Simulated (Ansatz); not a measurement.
# CdSnAs2: pressure against volume

CdSnAs2, I-42d, a = 6.103 Å, c = 12.004 Å. The structure is a Materials Project entry; whether it is the stable form wasn't checked. Ansatz: PBEsol, PAW, 420 eV, Γ-centred 8×8×8 mesh on 8 atoms, Gaussian smearing 0.01 eV; no spin polarisation. Shape and atoms are relaxed at each volume; pressure is positive in compression.

```
V (Å³/atom) P (GPa)
     24.594     9.44
     25.432     6.44
     26.271     3.91
     27.109     1.78
     27.948    -0.02
     28.786    -1.52
     29.624        ?
     30.742    -4.17
```

Problem. Take V0 = 27.948 Å³/atom, count pressures from its P0 = -0.02 GPa, fit the third-order Birch–Murnaghan form to the other rows, and predict the missing pressure.

Solution. With the Eulerian strain f = ½[(V0/V)^(2/3) − 1] and y = (P − P0)/[3f(1 + 2f)^(5/2)], the form is the line y = B0 + 1.5 B0 (B0′ − 4) f. Rows (f, y): 0.04448, 57.3; 0.03246, 56.7; 0.02106, 56.1; 0.01026, 55.6; -0.00975, 53.9; -0.03077, 52.7. Means f = 0.01129, y = 55.383; Σ(Δf)² = 0.003858, ΣΔfΔy = 0.2423; the slope is their ratio. y = 54.67 + 62.81 f GPa, so B0 = 54.7 GPa and B0′ = 4 + 2 × (62.81)/(3 × 54.67) = 4.77. At V = 29.624, f = -0.01904, y = 53.47 and P = -2.79 GPa. The run gave -2.79 GPa, the same to the digits shown.